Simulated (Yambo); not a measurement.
CO₂ (space group P4_2/mnm, No. 136), G0W0@PBEsol in Yambo with this input:

```
rim_cut
gw0
dyson
el_el_corr
HF_and_locXC
ppa
em1d
RandQpts= 1000000
RandGvec= 1 Ry
EXXRLvcs= 84 Ry
VXCRLvcs= 336 Ry
Chimod= "HARTREE"
% BndsRnXp
 1 | 121 |
%
NGsBlkXp= 7 Ry
% LongDrXp
 1.0 | 1.0 | 1.0 |
%
PPAPntXp= 27.2114 eV
% GbndRnge
 1 | 121 |
%
GTermKind= "BG"
DysSolver= "n"
ExtendOut
```

On a 4×4×4 mesh, with wavefunctions cut at 84 Ry, the gap (A → Γ) is 10.310 eV and the valence edge shifts by -2.281 eV.

### Question
What happens with this change: pole fitted at 55 eV?

### Answer
The gap rises by 0.054 eV, to 10.364 eV; the shift of the valence edge becomes -2.363 eV. Neither run is shown to be the converged limit.

Geometry relaxed with PBE+D3(BJ); primitive cell a = b = 4.378 Å, c = 4.767 Å, α = β = γ = 90.00°.

The structure is a Materials Project entry; no match was found in the copy of COD used, and its stability was not checked.

A shift is the quasiparticle energy of the state minus its PBEsol energy.
